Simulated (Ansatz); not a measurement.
Relaxed-ion elastic tensor of Ca (fcc (Cu type), Fm-3m) in GPa (Voigt order), r²SCAN in the plane-wave PAW code Ansatz; density 1.54 g/cm³, 43.12 Å³ per atom.

|  | 1 | 2 | 3 | 4 | 5 | 6 |
|---|---|---|---|---|---|---|
| 1 | 22.6 | 15.6 | 15.6 | 0.0 | 0.0 | 0.0 |
| 2 | 15.6 | 22.6 | 15.6 | 0.0 | 0.0 | 0.0 |
| 3 | 15.6 | 15.6 | 22.6 | 0.0 | 0.0 | 0.0 |
| 4 | 0.0 | 0.0 | 0.0 | 17.5 | 0.0 | 0.0 |
| 5 | 0.0 | 0.0 | 0.0 | 0.0 | 17.5 | 0.0 |
| 6 | 0.0 | 0.0 | 0.0 | 0.0 | 0.0 | 17.5 |

Q: Is the crystal mechanically stable?

A: Yes: the smallest eigenvalue of C is 6.9 GPa.

Q: Work out the Voigt, Reuss and Hill averages.

A: K_V = 17.9, K_R = 17.9, K_H = 17.9; G_V = 11.9, G_R = 6.7, G_H = 9.3 GPa.

Q: Give Young's modulus, Poisson's ratio, Pugh's ratio and the universal anisotropy index.

A: E = 9KG/(3K + G) = 23.7 GPa; ν = 0.28; K/G = 1.93 (ductile by the Pugh limit of 1.75); A_U = 5G_V/G_R + K_V/K_R − 6 = 3.90.

Q: Estimate the sound speeds and the Debye temperature.

A: v_l = √((K + 4G/3)/ρ) = 4430 m/s, v_t = √(G/ρ) = 2450 m/s, mean 2730 m/s; Θ = (h/k)(3n/4πV)^(1/3) v_m = 232 K.

Q: Give the Zener ratio and Young's modulus along [100], [110] and [111].

A: A = 2C44/(C11 − C12) = 5.05; 1/E = S11 − 2(S11 − S12 − S44/2)Γ with Γ = 0, 1/4, 1/3 gives 9.8, 22.5, 39.6 GPa.

Q: Solve the Christoffel equation for the three sound speeds along [100], [110], [111].

A: Eigenvalues of C_ijkl n_j n_l equal ρv². In km/s, slowest first: [100] 3.37, 3.37, 3.82; [110] 1.50, 3.37, 4.87; [111] 2.30, 2.30, 5.17.

The r²SCAN relaxation kept the symmetry of its start. As this level gives no gap, shear constants depend on the k-mesh and smearing (Fermi–Dirac, 0.1 eV here).

Potentials: the earlier of the program's two PAW sets.
